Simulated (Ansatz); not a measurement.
VGe (P-6m2), relaxed with PBE (Ansatz, a first-principles code, plane waves, PAW): a = b = 2.9161 Å, c = 3.9552 Å, α = β = 90.00°, γ = 120.00°.

```
Quantity              Result
--------------------  ------
ΔH_f (eV/atom)         -0.15
B₀ by P(V) fit (GPa)     146
```

**Question.** The same phase is relaxed and computed with PBEsol in the same code. What are the cell and these values now?

**Answer.** a = b = 2.8768 Å, c = 3.9124 Å, α = β = 90.00°, γ = 120.00°.

- ΔH_f (eV/atom) = -0.22
- B₀ by P(V) fit (GPa) = 161

Constructed cells (a structure type filled with these elements, in neither database checked): VGe, P-6m2 (V on 1a, Ge on 1f). Began spin-polarised and lost the moments: VGe, P-6m2 (V on 1a, Ge on 1f) with PBE; VGe, P-6m2 (V on 1a, Ge on 1f) with PBEsol. All cells were relaxed under the symmetry of their starts (and spin orders); stability against distortions was not tested throughout. Scalar-relativistic: spin–orbit coupling is off unless named, which matters more the heavier the elements.

Potentials: the later of the program's two PAW sets.

Ansatz is a plane-wave DFT program.

Formation energies count from the lowest solids of the elements computed at the same level, not from gases.
